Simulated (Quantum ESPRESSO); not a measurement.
## Calculated data, Hf2TaTiNO7 (made-up cell), Hf3ZrS8 (made-up cell), Hf2WO6F2 (made-up cell, one site empty)

All values are calculated (Quantum ESPRESSO 7.5). Calculation on a made-up crystal cell, not a measurement, rerun at a higher cutoff and a denser mesh: periodic Kohn-Sham density functional theory in plane waves with PseudoDojo standard norm-conserving scalar-relativistic pseudopotentials, each functional with its own files (v0.5 for PBE, v0.4.1 for LDA and PBEsol), no spin polarisation, no spin-orbit coupling, atoms not relaxed, stress positive in tension, energies less a fixed whole-eV offset for each atom's element; levels are Kohn-Sham levels at fractions of this cell's reciprocal vectors, counted from the reference band (half the neutral cell's valence electrons, rounded up) at Gamma; error bars give the change to or from the runs named with them, not the error of the files; each bar is the largest change over components, and at least 0.002 eV, 0.002 eV per angstrom or 0.02 GPa; no dispersion term; energies are for the whole cell, and the offsets were chosen from early runs and are not element reference energies; machines and their load varied, so run times do not measure scaling.

Common to all runs: functional pbe; fermi dirac smearing 0.025 eV; scf tolerance 1e-07 eV; electrons removed 0.

Notes on all entries: the hafnium pseudopotential is less sure than the others, with forces about 3 percent (worst 6) and pressure in oxides about 1.5 GPa (worst 2.7) from a second method in checks, which the error bars do not cover.

(1) 
```xyz
12
Lattice="4.7398 0.0000 0.0000 0.0000 4.7398 0.0000 0.0000 0.0000 6.2678" Properties=species:S:1:pos:R:3 formula=Hf2TaTiNO7 lattice_type=rutile,doubled_along_c cutoff=1437 run_command=mpirun_-np_4_pw.x_-nk_4_-in_in run_processor=Intel_Xeon,2023_or_later,virtual_cores k_mesh=7_x_7_x_6,shifted_by_half_a_step free_energy_less_offsets=-7.489 scf_iterations=17 smearing_term_minus_ts=0 pressure=6.647 stress_xx=-7.344 stress_yy=-7.299 stress_zz=-5.298 stress_yz=1.411 stress_xz=1.286 stress_xy=3.989 reference_band=48 error_bar_energy=0.003853 error_bar_stress=0.03139 error_bar_force=0.002 error_bar_next_band_up=0.002 error_bars_from=change_from_the_looser_run_of_this_cell wall_time_of_scf_and_band_steps_on_a_shared_machine=1032
Ta    -0.0123    -0.0044     0.0244
Hf     2.3823     2.4201     1.5613
Ti    -0.0449     0.0249     3.0934
Hf     2.3291     2.3920     4.6963
O      1.4225     1.4514    -0.0212
O      3.2774     3.2729     0.0412
O      3.7974     0.9263     1.5851
N      0.9055     3.7777     1.5395
O      1.4476     1.4488     3.1112
O      3.3096     3.3645     3.1527
O      3.8129     0.9399     4.6917
O      0.9186     3.8683     4.7393
```

Units: cutoff, free_energy_less_offsets, smearing_term_minus_ts, error_bar_energy, error_bar_next_band_up in eV; pressure, stress_xx, stress_yy, stress_zz, stress_yz, stress_xz, stress_xy, error_bar_stress in GPa; error_bar_force in eV/Å; wall_time_of_scf_and_band_steps_on_a_shared_machine in s.

Atoms:
```tsv
atoms element	atom site	atom energy offset (eV)
Ta	1	-1770
Hf	2	-1535
Ti	3	-1614
Hf	4	-1535
O	5	-452
O	6	-452
O	7	-452
N	8	-283
O	9	-452
O	10	-452
O	11	-452
O	12	-452
```

Forces:
```tsv
site	x (eV/Å)	y (eV/Å)	z (eV/Å)
1	1.207	-0.7528	1.412
2	-0.7642	-0.3867	1.59
3	0.9217	-0.5795	-1.069
4	0.1221	-0.344	-1.17
5	-0.9918	-1.058	0.1247
6	1.659	1.717	-1.59
7	1.094	-1.039	-0.2914
8	-2.4	2.655	-0.117
9	-1.012	-0.9528	0.6623
10	0.6687	0.5634	0.2867
11	0.4085	-0.458	0.1656
12	-0.9138	0.6358	-0.00303
```

Levels:
```tsv
level k point	next band up (eV)
Gamma	1.637
(1/2,1/2,1/2)	2.057
(0.15,0,0)	1.741
(0,0.15,0)	1.741
(0,0,0.15)	1.743
```

(2) 
```xyz
12
Lattice="3.7868 -0.0149 0.0078 -0.0259 6.4157 -0.0310 0.0253 -0.0577 11.9937" Properties=species:S:1:pos:R:3 formula=Hf3ZrS8 lattice_type=layered_1T,rectangular_cell_of_two_layers cutoff=1467 run_command=pw.x_-nk_1_-in_in run_processor=AMD_EPYC,Zen_5_class,virtual_cores k_mesh=8_x_6_x_4,shifted_by_half_a_step free_energy_less_offsets=1.921 scf_iterations=15 smearing_term_minus_ts=0 pressure=-6.921 stress_xx=8.212 stress_yy=5.987 stress_zz=6.564 stress_yz=-0.6963 stress_xz=0.2919 stress_xy=-0.3772 reference_band=48 error_bar_energy=0.002932 error_bar_stress=0.06588 error_bar_force=0.003285 error_bar_next_band_up=0.002 error_bars_from=change_from_the_looser_run_of_this_cell wall_time_of_scf_and_band_steps_on_a_shared_machine=3583
Zr     0.0223    -0.0097     0.0066
Hf     1.9143     3.2163     0.0062
Hf     0.0443    -0.1182     5.9932
Hf     1.8406     3.1530     6.0136
S      0.0355     2.1659     1.4813
S      1.9169     1.0583     4.4223
S      1.9178     5.3290     1.4941
S     -0.0044     4.2587     4.4399
S     -0.0415     2.1272     7.4677
S      1.8738     1.0455    10.4723
S      1.8407     5.2987     7.5045
S     -0.0089     4.2395    10.4309
```

Units: cutoff, free_energy_less_offsets, smearing_term_minus_ts, error_bar_energy, error_bar_next_band_up in eV; pressure, stress_xx, stress_yy, stress_zz, stress_yz, stress_xz, stress_xy, error_bar_stress in GPa; error_bar_force in eV/Å; wall_time_of_scf_and_band_steps_on_a_shared_machine in s.

Atoms:
```tsv
atoms element	atom site	atom energy offset (eV)
Zr	1	-1377
Hf	2	-1535
Hf	3	-1535
Hf	4	-1535
S	5	-302
S	6	-302
S	7	-302
S	8	-302
S	9	-302
S	10	-302
S	11	-302
S	12	-302
```

Forces:
```tsv
site	x (eV/Å)	y (eV/Å)	z (eV/Å)
1	0.04307	0.1095	-0.2615
2	0.005183	-0.157	-0.2782
3	-0.07279	0.5709	-0.442
4	0.05468	-0.4616	-0.3636
5	-0.195	0.13	-0.9654
6	-0.1889	-0.1833	1.765
7	-0.204	0.09388	-1.001
8	-0.01721	-0.01197	1.311
9	0.1202	-0.05802	-1.021
10	0.2235	-0.07373	1.181
11	0.114	0.1512	-1.237
12	0.1171	-0.1097	1.314
```

Levels:
```tsv
level k point	next band up (eV)
Gamma	0.9128
(1/2,1/2,1/2)	0.9266
(0.15,0,0)	1.456
(0,0.15,0)	0.9586
(0,0,0.15)	0.917
```

(3) 
```xyz
11
Lattice="4.7789 0.0378 0.0566 0.0378 4.7290 0.0170 0.0748 0.0225 6.1827" Properties=species:S:1:pos:R:3 formula=Hf2WO6F2 lattice_type=rutile,doubled_along_c empty_site=2 cutoff=1467 run_command=mpirun_-np_4_pw.x_-nk_4_-in_in run_processor=Intel_Xeon,2023_or_later,virtual_cores k_mesh=7_x_7_x_6,shifted_by_half_a_step free_energy_less_offsets=11.59 scf_iterations=18 smearing_term_minus_ts=0 pressure=-0.09911 stress_xx=2.656 stress_yy=0.6428 stress_zz=-3.001 stress_yz=0.8254 stress_xz=6.535 stress_xy=12.65 reference_band=44 error_bar_energy=0.005291 error_bar_stress=0.02 error_bar_force=0.002952 error_bar_next_band_up=0.002 error_bars_from=change_from_the_looser_run_of_this_cell wall_time_of_scf_and_band_steps_on_a_shared_machine=716
W     -0.0390     0.0310    -0.0289
Hf     0.0146    -0.0406     3.1679
Hf     2.5161     2.3810     4.6568
O      1.4604     1.4168     0.0571
O      3.3292     3.2742     0.0474
F      3.8482     0.9500     1.6191
O      0.9938     3.7897     1.5904
O      1.4806     1.4444     3.1392
F      3.3657     3.3108     3.1215
O      3.9122     0.9802     4.6523
O      0.9881     3.8194     4.6632
```

Units: cutoff, free_energy_less_offsets, smearing_term_minus_ts, error_bar_energy, error_bar_next_band_up in eV; pressure, stress_xx, stress_yy, stress_zz, stress_yz, stress_xz, stress_xy, error_bar_stress in GPa; error_bar_force in eV/Å; wall_time_of_scf_and_band_steps_on_a_shared_machine in s.

Atoms:
```tsv
atoms element	atom site	atom energy offset (eV)
W	1	-2062
Hf	3	-1535
Hf	4	-1535
O	5	-452
O	6	-452
F	7	-677
O	8	-452
O	9	-452
F	10	-677
O	11	-452
O	12	-452
```

Forces:
```tsv
site	x (eV/Å)	y (eV/Å)	z (eV/Å)
1	3.64	-2.744	4.569
3	4.242	1.426	-4.999
4	-3.412	-1.175	0.602
5	-3.584	-3.078	-1.394
6	3.194	3.673	-0.6315
7	-0.3484	0.1346	-1.255
8	-2.816	2.307	-3.447
9	-0.9036	-0.9974	1.66
10	0.3079	0.4738	-0.5354
11	0.2987	-0.5166	2.778
12	-0.6186	0.4966	2.655
```

Levels:
```tsv
level k point	next band up (eV)
Gamma	0.6985
(1/2,1/2,1/2)	1.047
(0.15,0,0)	0.7346
(0,0.15,0)	0.7313
(0,0,0.15)	0.771
```
